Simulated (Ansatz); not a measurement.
HfH3 in Ansatz, relaxation

The input file (Ansatz 0.2.0, plane waves):

```yaml
crystal:
  lattice:
    - [2.360918, 4.089227, 0.0]
    - [-2.360918, 4.089227, 0.0]
    - [0.0, -2.726151, 4.182504]
  atoms:
    - { symbol: Hf, position: [0.0, 0.0, 0.0] }
    - { symbol: Hf, position: [0.5, 0.5, 0.5] }
    - { symbol: H, position: [0.878, 0.622, 0.75] }
    - { symbol: H, position: [0.25, 0.878, 0.75] }
    - { symbol: H, position: [0.622, 0.25, 0.75] }
    - { symbol: H, position: [0.122, 0.378, 0.25] }
    - { symbol: H, position: [0.75, 0.122, 0.25] }
    - { symbol: H, position: [0.378, 0.75, 0.25] }
  symmetry: { tolerance: 0.0003 }
kpoints:
  mp_grid: { grid: [6, 6, 6], shift: [0, 0, 0] }
magnetization:
  spin_polarized: false
scf:
  occupations: { method: gaussian, width: 0.0868 }
  lower_state_search: "off"
hamiltonian:
  pseudopotentials: { kind: paw }
  xc: pbesol
basis:
  ecutwfc: 420
  fft_grid_basis: typed
relax:
  max_steps: 40
  cell: { p_target: 0.0 }
output:
  forces: true
  stress: true
  eigenvalues: true
  bader: true
  populations: true
  elf: true
  write_potential: true
  volumetric_format: npy
  dos:
    e_range: [-12, 8]
    de: 0.05
    projected: { site_lists: { H: [H], Hf: [Hf] } }
  write_density: true
checkpoint:
  read: saved_state
```

Run with:

```bash
ansatz run input.yaml --threads 2 --pin off --max-ram 2560MiB --backend cpu --events-out ev --progress --plain --runs-dir out
```

Origin of the cell: a known structure type with other elements, at an estimated volume, so it need not be a known compound.

The saved state is a converged single point of the same cell.

Steps («new basis» is an SCF on plane waves selected anew at the same cell):

```
step  ΔF (meV/atom)  max force component (eV/Å)  P (GPa)  volume (Å³)  SCF iterations   step was
   1            0.0                       0.750    13.24        80.76               6   accepted
   2          -72.8                       0.169    -2.00        90.35               7   accepted
   3         -109.4                       0.035    -2.72        82.48               8   accepted
   4         -141.6                       0.044    -1.19        76.21               7   accepted
   5         -176.1                       0.038    -0.58        71.27               7   accepted
   6         -200.5                       0.008    -0.21        68.96               7   accepted
   7         -213.5                       0.035     0.41        66.37               6   accepted
   8         -214.0                       0.017     0.01        66.53               5   accepted
   9         -214.0                       0.018     0.31        66.50               6   accepted
  10         -214.0                       0.000     0.01        66.59               4   accepted
  11         -217.1                       0.001     0.38        66.59               7  new basis
  12         -217.4                       0.001     0.08        66.57               5   accepted
  13         -217.4                       0.000     0.00        66.63               4   accepted
  14         -217.4                       0.000     0.00        66.63               6  new basis
```

Step 1, with forces in eV/Å:

```xyz
8
Lattice="2.361 4.089 0.000 -2.361 4.089 0.000 0.000 -2.726 4.183" Properties=species:S:1:pos:R:3:forces:R:3 pbc="T T T" step=1
Hf    0.000    0.000    0.000    0.000    0.000    0.000
Hf    0.000    2.726    2.091    0.000    0.000    0.000
H     0.604    4.089    3.137    0.750    0.000    0.000
H    -1.483    2.568    3.137   -0.375    0.650    0.000
H     0.878    1.521    3.137   -0.375   -0.650    0.000
H    -0.604    1.363    1.046   -0.750    0.000    0.000
H     1.483    2.884    1.046    0.375   -0.650    0.000
H    -0.878    3.931    1.046    0.375    0.650    0.000
```

Step 2, with forces in eV/Å:

```xyz
8
Lattice="2.439 4.224 0.000 -2.439 4.224 0.000 0.000 -2.816 4.386" Properties=species:S:1:pos:R:3:forces:R:3 pbc="T T T" step=2
Hf    0.000    0.000    0.000    0.000    0.000    0.000
Hf    0.000    2.816    2.193    0.000    0.000    0.000
H     0.730    4.224    3.290    0.169    0.000    0.000
H    -1.584    2.744    3.290   -0.084    0.146    0.000
H     0.854    1.480    3.290   -0.084   -0.146    0.000
H    -0.730    1.408    1.097   -0.169    0.000    0.000
H     1.584    2.887    1.097    0.084   -0.146    0.000
H    -0.854    4.152    1.097    0.084    0.146    0.000
```

Step 3, with forces in eV/Å:

```xyz
8
Lattice="2.342 4.056 0.000 -2.342 4.056 0.000 0.000 -2.704 4.343" Properties=species:S:1:pos:R:3:forces:R:3 pbc="T T T" step=3
Hf    0.000    0.000    0.000    0.000    0.000    0.000
Hf    0.000    2.704    2.171    0.000    0.000    0.000
H     0.895    4.056    3.257    0.035    0.000    0.000
H    -1.618    2.803    3.257   -0.018    0.030    0.000
H     0.724    1.253    3.257   -0.018   -0.030    0.000
H    -0.895    1.352    1.086   -0.035    0.000    0.000
H     1.618    2.605    1.086    0.018   -0.030    0.000
H    -0.724    4.154    1.086    0.018    0.030    0.000
```

Step 4, with forces in eV/Å:

```xyz
8
Lattice="2.227 3.857 0.000 -2.227 3.857 0.000 0.000 -2.571 4.438" Properties=species:S:1:pos:R:3:forces:R:3 pbc="T T T" step=4
Hf    0.000    0.000    0.000    0.000    0.000    0.000
Hf    0.000    2.571    2.219    0.000    0.000    0.000
H     0.950    3.857    3.328    0.044    0.000    0.000
H    -1.588    2.751    3.328   -0.022    0.038    0.000
H     0.638    1.106    3.328   -0.022   -0.038    0.000
H    -0.950    1.286    1.109   -0.044    0.000    0.000
H     1.588    2.391    1.109    0.022   -0.038    0.000
H    -0.638    4.036    1.109    0.022    0.038    0.000
```

Step 5, with forces in eV/Å:

```xyz
8
Lattice="2.112 3.657 0.000 -2.112 3.657 0.000 0.000 -2.438 4.615" Properties=species:S:1:pos:R:3:forces:R:3 pbc="T T T" step=5
Hf    0.000    0.000    0.000    0.000    0.000    0.000
Hf    0.000    2.438    2.307    0.000    0.000    0.000
H     0.983    3.657    3.461   -0.038    0.000    0.000
H    -1.547    2.680    3.461    0.019   -0.033    0.000
H     0.564    0.978    3.461    0.019    0.033    0.000
H    -0.983    1.219    1.154    0.038    0.000    0.000
H     1.547    2.197    1.154   -0.019    0.033    0.000
H    -0.564    3.899    1.154   -0.019   -0.033    0.000
```

Step 6, with forces in eV/Å:

```xyz
8
Lattice="2.033 3.521 0.000 -2.033 3.521 0.000 0.000 -2.347 4.819" Properties=species:S:1:pos:R:3:forces:R:3 pbc="T T T" step=6
Hf    0.000    0.000    0.000    0.000    0.000    0.000
Hf    0.000    2.347    2.409    0.000    0.000    0.000
H     0.958    3.521    3.614   -0.008    0.000    0.000
H    -1.495    2.590    3.614    0.004   -0.007    0.000
H     0.537    0.931    3.614    0.004    0.007    0.000
H    -0.958    1.174    1.205    0.008    0.000    0.000
H     1.495    2.104    1.205   -0.004    0.007    0.000
H    -0.537    3.763    1.205   -0.004   -0.007    0.000
```

Step 7, with forces in eV/Å:

```xyz
8
Lattice="1.953 3.383 0.000 -1.953 3.383 0.000 0.000 -2.255 5.023" Properties=species:S:1:pos:R:3:forces:R:3 pbc="T T T" step=7
Hf    0.000    0.000    0.000    0.000    0.000    0.000
Hf    0.000    2.255    2.511    0.000    0.000    0.000
H     0.933    3.383    3.767   -0.035    0.000    0.000
H    -1.443    2.499    3.767    0.017   -0.030    0.000
H     0.510    0.883    3.767    0.017    0.030    0.000
H    -0.933    1.128    1.256    0.035    0.000    0.000
H     1.443    2.011    1.256   -0.017    0.030    0.000
H    -0.510    3.627    1.256   -0.017   -0.030    0.000
```

Step 8, with forces in eV/Å:

```xyz
8
Lattice="1.947 3.372 0.000 -1.947 3.372 0.000 0.000 -2.248 5.066" Properties=species:S:1:pos:R:3:forces:R:3 pbc="T T T" step=8
Hf    0.000    0.000    0.000    0.000    0.000    0.000
Hf    0.000    2.248    2.533    0.000    0.000    0.000
H     0.922    3.372    3.800   -0.017    0.000    0.000
H    -1.434    2.484    3.800    0.009   -0.015    0.000
H     0.513    0.888    3.800    0.009    0.015    0.000
H    -0.922    1.124    1.267    0.017    0.000    0.000
H     1.434    2.012    1.267   -0.009    0.015    0.000
H    -0.513    3.608    1.267   -0.009   -0.015    0.000
```

Step 9, with forces in eV/Å:

```xyz
8
Lattice="1.945 3.369 0.000 -1.945 3.369 0.000 0.000 -2.246 5.073" Properties=species:S:1:pos:R:3:forces:R:3 pbc="T T T" step=9
Hf    0.000    0.000    0.000    0.000    0.000    0.000
Hf    0.000    2.246    2.537    0.000    0.000    0.000
H     0.914    3.369    3.805    0.018    0.000    0.000
H    -1.429    2.476    3.805   -0.009    0.016    0.000
H     0.516    0.894    3.805   -0.009   -0.016    0.000
H    -0.914    1.123    1.268   -0.018    0.000    0.000
H     1.429    2.017    1.268    0.009   -0.016    0.000
H    -0.516    3.599    1.268    0.009    0.016    0.000
```

Step 11, with forces in eV/Å:

```xyz
8
Lattice="1.946 3.370 0.000 -1.946 3.370 0.000 0.000 -2.247 5.077" Properties=species:S:1:pos:R:3:forces:R:3 pbc="T T T" step=11
Hf    0.000    0.000    0.000    0.000    0.000    0.000
Hf    0.000    2.247    2.538    0.000    0.000    0.000
H     0.916    3.370    3.808   -0.001    0.000    0.000
H    -1.431    2.479    3.808    0.000   -0.001    0.000
H     0.515    0.892    3.808    0.000    0.001    0.000
H    -0.916    1.123    1.269    0.001    0.000    0.000
H     1.431    2.015    1.269    0.000    0.001    0.000
H    -0.515    3.602    1.269    0.000   -0.001    0.000
```

Step 14, with forces in eV/Å:

```xyz
8
Lattice="1.937 3.355 0.000 -1.937 3.355 0.000 0.000 -2.236 5.127" Properties=species:S:1:pos:R:3:forces:R:3 pbc="T T T" step=14
Hf    0.000    0.000    0.000    0.000    0.000    0.000
Hf    0.000    2.236    2.564    0.000    0.000    0.000
H     0.907    3.355    3.845    0.000    0.000    0.000
H    -1.422    2.463    3.845    0.000    0.000    0.000
H     0.515    0.892    3.845    0.000    0.000    0.000
H    -0.907    1.118    1.282    0.000    0.000    0.000
H     1.422    2.010    1.282    0.000    0.000    0.000
H    -0.515    3.581    1.282    0.000    0.000    0.000
```

| Item | Value |
| --- | --- |
| Free energy lowered by | 217.4 meV/atom |
| Volume change | -17.50 % |
| Final pressure | 0.00 GPa |
| Relaxation steps listed | 14 |

Caveats: no moments, though an odd count or open d shells may carry them; no spin-orbit coupling, though heavy elements are present; the k mesh is coarse if the cell is a metal; the relaxation held the start's symmetry, so the end may be a saddle point.

The run took 74 s on 2 threads of Arm Neoverse V1 (shared host), peak memory 0.43 GiB, from a saved density.
